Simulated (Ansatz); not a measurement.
The relaxed structure here is a generated cell of Nb: the first start was made by placing the elements on the sites of a structure type, and the end was not matched to a known phase here, so it may be hypothetical. Known forms of Nb include space group No. 229.

One stationary structure of Nb. These are PBE (plane waves to 420 eV, PAW, scalar-relativistic; Ansatz, a first-principles code) values and carry that method's errors.

```
CELL_PARAMETERS angstrom
      1.43260     0.82711     7.88091
     -1.43260     0.82711     7.88091
      0.00000    -1.65422     7.88091
ATOMIC_POSITIONS crystal
  Nb 0.00000 0.00000 0.00000
  Nb 0.22227 0.22227 0.22227
  Nb 0.77773 0.77773 0.77773
```

Problem. Determine the symmetry and give the standard cell with its independent sites.

Solution. Space group R-3m, hexagonal axes (No. 166); a = 2.8652 Å, b = 2.8652 Å, c = 23.6427 Å, α = 90.00°, β = 90.00°, γ = 120.00°

| atom | site | symmetry | x | y | z |
|---|---|---|---|---|---|
| Nb | 3a | -3m | 0.0000 | 0.0000 | 0.0000 |
| Nb | 6c | 3m | 0.0000 | 0.0000 | 0.2223 |

This is the AFLOW prototype A_hR3_166_ac (C19, as in Sm).

Problem. Give the shortest distances between elements (the closest pairs, up to four, under 3.6 Å).

Solution. Nb–Nb 2.87 Å.

* **Volume per atom**: 18.68 Å³
* **Density**: 8.26 g/cm³
* **Band gap**: no gap (metallic)

No spin polarisation in the result.

The run could not lose the symmetry of its start, so the end can be a saddle point.
